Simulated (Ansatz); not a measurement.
CdS (wurtzite)

```xyz
4
Lattice="4.1962 0.0000 0.0000 -2.0981 3.6340 0.0000 0.0000 0.0000 6.8295" Properties=species:S:1:pos:R:3 pbc="T T T"
Cd     0.0000     2.4227     6.8238
Cd     2.0981     1.2113     3.4091
S      0.0000     2.4227     2.5654
S      2.0981     1.2113     5.9802
```

E(V) scan at fixed shape, V₀ the volume above. The atoms relax within the cell's symmetry.

All values below come from PBE (plane waves to 420 eV, PAW, scalar-relativistic; Ansatz, a quantum-chemistry and plane-wave program). k mesh 9×9×5 (Γ-centred), Fermi-Dirac smearing 0.05 eV. Energies are smeared free energies. Stress and pressure are positive under compression. With the shape held, the modulus is that of even scaling; a crystal free to change shape is softer. CdS was relaxed with its symmetry unable to fall. ΔE is measured from the relaxed starting cell.

```
V (Å³/atom)  ΔE (meV/atom)
-----------  -------------
21.870               152.9
22.911                79.0
23.953                32.3
24.994                 7.5
26.036                 0.0
27.077                 6.4
28.119            withheld
29.160                50.4
30.201                83.9
```

**Question.** Fit a third-order Birch-Murnaghan form (E₀, V₀, B₀, B₀′ free) to the given rows and predict ΔE at V = 28.119.

**Answer.** Least squares on the 8 given rows: ΔE = E₀ + (9V₀B₀/16)·y²·[2 + (B₀′ − 4)y], y = (V₀/V)^(2/3) − 1, with V₀ = 26.038 Å³/atom, B₀ = 53.17 GPa (160.2 GPa = 1 eV/Å³; the term in eV is multiplied by 1000), B₀′ = 4.56, E₀ = 0.01 meV/atom; root-mean-square residual 0.03 meV/atom. At 28.119 the fit gives 23.9 meV/atom; the calculation gives 24.0 meV/atom, so the interpolation is off by -0.1 (-0.4 %). For the pressure the fit gives -3.4 GPa against the computed -3.4 GPa.

(Under strain, the slope of the energy per volume gives the stress and its curvature an elastic modulus.)
